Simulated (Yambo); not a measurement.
Yambo run on MgCO$_{3}$ (space group R-3c, No. 167). The wavefunctions come from this Quantum ESPRESSO step (LDA, PseudoDojo standard norm-conserving files, scalar-relativistic):

```
&CONTROL
  calculation = 'nscf'
  pseudo_dir = './pseudo'
  outdir = './out'
/
&SYSTEM
  ibrav = 0
  nat = 10
  ntyp = 3
  ecutwfc = 84.0
  ecutrho = 336.0
  occupations = 'fixed'
  force_symmorphic = .true.
  nbnd = 116
/
&ELECTRONS
  conv_thr = 1e-08
  diago_full_acc = .true.
  diago_thr_init = 1e-08
/
ATOMIC_SPECIES
C 12.0110 C.upf
O 15.9990 O.upf
Mg 24.3050 Mg.upf
CELL_PARAMETERS angstrom
  2.317949963000   1.338269035000   4.975643000000
 -2.317949963000   1.338269035000   4.975643000000
  0.000000000000  -2.676538071000   4.975643000000
ATOMIC_POSITIONS crystal
C   0.250000000000   0.250000000000   0.250000000000
C   0.750000000000   0.750000000000   0.750000000000
O   0.250000000000   0.971988000000   0.528012000000
O   0.750000000000   0.028012000000   0.471988000000
O   0.528012000000   0.250000000000   0.971988000000
O   0.471988000000   0.750000000000   0.028012000000
O   0.971988000000   0.528012000000   0.250000000000
O   0.028012000000   0.471988000000   0.750000000000
Mg   0.000000000000   0.000000000000   0.000000000000
Mg   0.500000000000   0.500000000000   0.500000000000
K_POINTS automatic
4 4 4 0 0 0
```

Yambo input:

```
rim_cut
gw0
dyson
el_el_corr
HF_and_locXC
ppa
em1d
RandQpts= 1000000
RandGvec= 1 Ry
EXXRLvcs= 84 Ry
VXCRLvcs= 336 Ry
Chimod= "HARTREE"
% BndsRnXp
 3 | 115 |
%
NGsBlkXp= 6 Ry
% LongDrXp
 1.0 | 1.0 | 1.0 |
%
PPAPntXp= 27.2114 eV
% GbndRnge
 1 | 115 |
%
GTermKind= "BG"
DysSolver= "n"
ExtendOut
% QPkrange
 1 | 1 | 32 | 33 |
 3 | 3 | 32 | 33 |
 6 | 6 | 32 | 33 |
 7 | 7 | 32 | 33 |
 8 | 8 | 32 | 33 |
 13 | 13 | 32 | 33 |
%
```

k points by index: 1 = Γ, 3 = L, 6 = (0, 0.25, -0.25), 7 = F, 8 = (0.25, 0.25, 0.25), 13 = Z.

The o-*.qp file then holds:

```
#    K-point    Band    Eo [eV]    E [eV]    E-Eo [eV]    Vxc [eV]    Vnlxc [eV]    Sc|Eo [eV]    Sc|E [eV]    dSc/dw|Eo [eV]    Re(Z)    Im(Z)
#
    1    32    -0.360101    -1.697648    -1.337547    -20.19562    -25.97666    4.140888    4.443491    -6.155756    0.815513    -0.001032
    1    33    5.329947    7.507676    2.177729    -16.62911    -11.14530    -2.879802    -3.306073    -5.326218    0.836305    -0.900279E-3
    3    32    -0.048913    -1.566990    -1.518077    -20.08261    -26.34674    4.407348    4.746050    -6.070756    0.817596    -0.001023
    3    33    5.702671    7.964951    2.262280    -16.24716    -10.29559    -3.246334    -3.689283    -5.327734    0.836266    -0.949585E-3
    6    32    0.000000    -1.519049    -1.519049    -20.13349    -26.41833    4.426489    4.765792    -6.077650    0.817427    -0.001023
    6    33    5.674183    7.934198    2.260016    -16.55949    -10.72302    -3.129835    -3.576452    -5.377244    0.834995    -0.895246E-3
    7    32    -0.042963    -1.573948    -1.530986    -20.07796    -26.38722    4.436493    4.778275    -6.074314    0.817509    -0.001023
    7    33    5.701980    7.971948    2.269969    -16.66412    -10.81058    -3.132550    -3.583575    -5.406491    0.834246    -0.959815E-3
    8    32    -0.530932    -1.895782    -1.364851    -20.04971    -25.87280    4.150064    4.458243    -6.143776    0.815806    -0.001044
    8    33    5.024229    7.065818    2.041589    -15.20189    -9.655493    -3.129735    -3.504804    -4.998946    0.844802    -0.855976E-3
    13    32    -0.926166    -2.355853    -1.429687    -19.77200    -25.71265    4.189764    4.510963    -6.112992    0.816560    -0.970472E-3
    13    33    5.070979    7.176885    2.105905    -14.76748    -8.920733    -3.355660    -3.740838    -4.976884    0.845381    -0.856597E-3
```
(The two width columns are left out.) Convergence of these settings isn't established.

Geometry of the Materials Project entry, not relaxed at this level.
